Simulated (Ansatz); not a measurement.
LaN (zinc blende, F-43m), DFT-PBE in the program Ansatz with PAW potentials. The conduction-band minimum lies at Γ, with 1 equivalent valley. Second derivatives d²E/dk² of the lowest band at one valley (eV·Å²), along Cartesian directions:

| direction | d²E/dk² |
|---|---|
| [100] | 19.14 |
| [010] | 19.14 |
| [001] | 19.14 |
| [110] | 19.14 |
| [101] | 19.14 |
| [011] | 19.14 |

Find the principal effective masses, the density-of-states mass and the conductivity mass.

Off-diagonal terms follow from H_xy = H[110] − (H_xx + H_yy)/2, and m*/mₑ = 7.620 eV·Å² over each eigenvalue: 0.40, 0.40, 0.40. One valley's DOS mass (m₁m₂m₃)^(1/3) = 0.40, conductivity mass 3/(Σ 1/mᵢ) = 0.40 mₑ.

What effective density of states Nc follows at 300 K for parabolic valleys?

Nc = 2.509e19 × 1 × (0.40)^(3/2) ≈ 6.3e18 cm⁻³.

The start of the workflow was typed in or built on a structure type; neither database checked (COD, Materials Project) lists it. COD files the formula under space group No. 225, so this cell is another polymorph or a model. Its standing as an ambient phase is unchecked. Symmetry was held in the PBE relaxation; its stability against distortions is not shown here. Spin–orbit coupling is left out wherever it is not named.

Potentials: the later of the program's two PAW sets.

Edges and masses are those of Kohn–Sham bands, whose gap is no quasiparticle gap.
